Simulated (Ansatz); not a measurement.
Clamped-ion strain scan in Ge

Level of theory: Ansatz, DFT r2SCAN, scalar-relativistic, plane waves, PAW. Settings: plane waves to 500 eV, k-mesh 24×24×12 (Γ-centred), Gaussian smearing 0.15 eV. No spin polarisation. Energies are free energies at this smearing, counted from the undisturbed cell; pressure is positive in compression.

The starting cell (relaxed at this level; with this scan's settings it stands at -0.1 GPa; this form isn't the usual structure):

```yaml
crystal:
  lattice:
    - [1.39759, -2.52621, 0.00000]
    - [1.39759, 2.52621, 0.00000]
    - [0.00000, 0.00000, 5.29923]
  atoms:
    - { symbol: Ge, position: [0.50026, 0.49974, 0.25000] }
    - { symbol: Ge, position: [0.49974, 0.50026, 0.75000] }
```

The cell is strained by ε times the Voigt pattern (0, 1, 0, 0, 0, 0) (xx, yy, zz, yz, xz, xy; engineering shear) with fractional coordinates fixed. The cell is metallic on the mesh throughout.

Over the sampled range (-0.0400 to 0.0400), is the undisturbed cell the lowest point?

No: the energy is lower at ε = -0.0100, -0.6 in ΔE (meV/atom).

Which end lies higher in energy, -0.0400 or +0.0400?

+0.0400: 14.1 against 6.9.

The scan:

| ε | ΔE (meV/atom) |
| --- | --- |
| -0.0400 | 6.9 |
| -0.0300 | 2.7 |
| -0.0200 | 0.2 |
| -0.0100 | -0.6 |
| 0.0000 | 0.0 |
| 0.0100 | 1.9 |
| 0.0200 | 5.0 |
| 0.0300 | 9.2 |
| 0.0350 | 11.5 |
| 0.0400 | 14.1 |

Cost: 10 runs of about 3.9 core-minutes in all, on AMD EPYC 9R45 (Zen 5) (shared hosts).